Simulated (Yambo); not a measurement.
Yambo run on BaO (rock salt, space group Fm-3m, No. 225). The wavefunctions come from this Quantum ESPRESSO step (PBEsol, PseudoDojo standard norm-conserving files, fully relativistic):

```
&CONTROL
  calculation = 'nscf'
  pseudo_dir = './pseudo'
  outdir = './out'
/
&SYSTEM
  ibrav = 0
  nat = 2
  ntyp = 2
  ecutwfc = 84.0
  ecutrho = 336.0
  occupations = 'fixed'
  force_symmorphic = .true.
  nbnd = 199
  noncolin = .true.
  lspinorb = .true.
/
&ELECTRONS
  conv_thr = 2e-09
  diago_full_acc = .true.
  diago_thr_init = 1e-08
/
ATOMIC_SPECIES
O 15.9990 O.upf
Ba 137.3270 Ba.upf
CELL_PARAMETERS angstrom
  0.000000000000   2.742773438000   2.742773438000
  2.742773438000   0.000000000000   2.742773438000
  2.742773438000   2.742773438000   0.000000000000
ATOMIC_POSITIONS crystal
O   0.500000000000   0.500000000000   0.500000000000
Ba   0.000000000000   0.000000000000   0.000000000000
K_POINTS automatic
4 4 4 0 0 0
```

Yambo input:

```
rim_cut
gw0
dyson
el_el_corr
HF_and_locXC
ppa
em1d
RandQpts= 1000000
RandGvec= 1 Ry
EXXRLvcs= 84 Ry
VXCRLvcs= 336 Ry
Chimod= "HARTREE"
% BndsRnXp
 1 | 196 |
%
NGsBlkXp= 10 Ry
% LongDrXp
 1.0 | 1.0 | 1.0 |
%
PPAPntXp= 27.2114 eV
% GbndRnge
 1 | 196 |
%
GTermKind= "BG"
DysSolver= "n"
ExtendOut
% QPkrange
 1 | 1 | 16 | 17 |
 3 | 3 | 16 | 17 |
 7 | 7 | 14 | 18 |
 8 | 8 | 16 | 17 |
%
```

k points by index: 1 = Γ, 3 = L, 7 = X, 8 = W.

The o-*.qp file then holds:

```
#    K-point    Band    Eo [eV]    E [eV]    E-Eo [eV]    Vxc [eV]    Vnlxc [eV]    Sc|Eo [eV]    Sc|E [eV]    dSc/dw|Eo [eV]    Re(Z)    Im(Z)
#
    1    16    -0.550826    -1.330342    -0.779516    -18.17118    -23.20610    4.020490    4.255407    -8.198985    0.768455    -0.001481
    1    17    3.507059    4.014795    0.507736    -9.529854    -5.063332    -3.865225    -3.958787    -5.013391    0.844423    -0.964559E-3
    3    16    -1.674563    -2.599519    -0.924956    -16.61068    -21.90563    4.087776    4.369992    -8.301076    0.766246    -0.001593
    3    17    4.877782    5.658418    0.780635    -13.35713    -8.812140    -3.582416    -3.764357    -6.341385    0.811001    -0.001102
    7    14    -0.231208    -1.014184    -0.782976    -18.43600    -23.30811    3.857104    4.089136    -8.062630    0.771426    -0.001412
    7    15    0.000000    -0.818200    -0.818200    -18.54833    -23.36460    3.759292    3.998069    -7.939909    0.774119    -0.001372
    7    16    0.000000    -0.818200    -0.818200    -18.54833    -23.36460    3.759292    3.998069    -7.939909    0.774119    -0.001372
    7    17    1.793701    2.259346    0.465645    -8.897416    -4.546001    -3.801186    -3.885770    -4.941962    0.846299    -0.954479E-3
    7    18    1.793701    2.259346    0.465645    -8.897416    -4.546001    -3.801186    -3.885770    -4.941962    0.846299    -0.954479E-3
    8    16    -0.179328    -1.011831    -0.832503    -18.17106    -22.97960    3.734059    3.976038    -7.908160    0.774819    -0.001382
    8    17    4.386297    5.061035    0.674738    -10.37352    -5.450001    -4.112228    -4.248782    -5.506236    0.831703    -0.001067
```
(The two width columns are left out.) Convergence of these settings isn't established.

Geometry relaxed with PBEsol.
